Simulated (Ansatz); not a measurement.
Here is the system:

Ta₅Ge₃:
```cif
data_Ge6Ta10
_chemical_formula_sum 'Ta10 Ge6'
_space_group_name_H-M_alt 'P 1'
_space_group_IT_number 1
_cell_length_a 7.62349
_cell_length_b 7.62349
_cell_length_c 7.62349
_cell_angle_alpha 128.464
_cell_angle_beta 128.464
_cell_angle_gamma 75.874
loop_
_space_group_symop_operation_xyz
  'x, y, z'
loop_
_atom_site_label
_atom_site_type_symbol
_atom_site_fract_x
_atom_site_fract_y
_atom_site_fract_z
_atom_site_occupancy
Ta1 Ta 0.00703 0.18519 0.50000 1
Ta2 Ta 0.99297 0.81481 0.50000 1
Ta3 Ta 0.18519 0.68519 0.17816 1
Ta4 Ta 0.81481 0.31481 0.82184 1
Ta5 Ta 0.68519 0.50703 0.50000 1
Ta6 Ta 0.31481 0.49297 0.50000 1
Ta7 Ta 0.50703 0.00703 0.82184 1
Ta8 Ta 0.49297 0.99297 0.17816 1
Ta9 Ta 0.50000 0.50000 0.00000 1
Ta10 Ta 0.00000 0.00000 0.00000 1
Ge1 Ge 0.13589 0.63589 0.77178 1
Ge2 Ge 0.86411 0.36411 0.22822 1
Ge3 Ge 0.63589 0.86411 0.50000 1
Ge4 Ge 0.36411 0.13589 0.50000 1
Ge5 Ge 0.75000 0.75000 0.00000 1
Ge6 Ge 0.25000 0.25000 0.00000 1
```

This is the r²SCAN-relaxed structure.

Q: All from the program Ansatz at the r²SCAN level (PAW), unless another level is named. Estimate the electronic character.

A: metallic (no gap).

Q: What about the formation energy from the elements (no fitted shifts)?

A: -40 kJ/mol of atoms.

Q: Give the density of states at the Fermi level.

A: 0.38 states/eV per atom (mean over ±0.08 eV).

Space group I4/mcm. The first step of the workflow began from a Materials Project structure, measured or hypothetical; the Crystallography Open Database copy checked does not list it. Whether it is the stable phase at ambient conditions was not checked. Symmetry was held in the r²SCAN relaxation; whether a distortion lowers the energy is not shown. The run is not spin-polarised. The references are the lowest solids computed at this level, not always the standard phases. Scalar-relativistic: spin–orbit coupling is off unless named, which matters more the heavier the elements.

Potentials: the earlier of the program's two PAW sets.
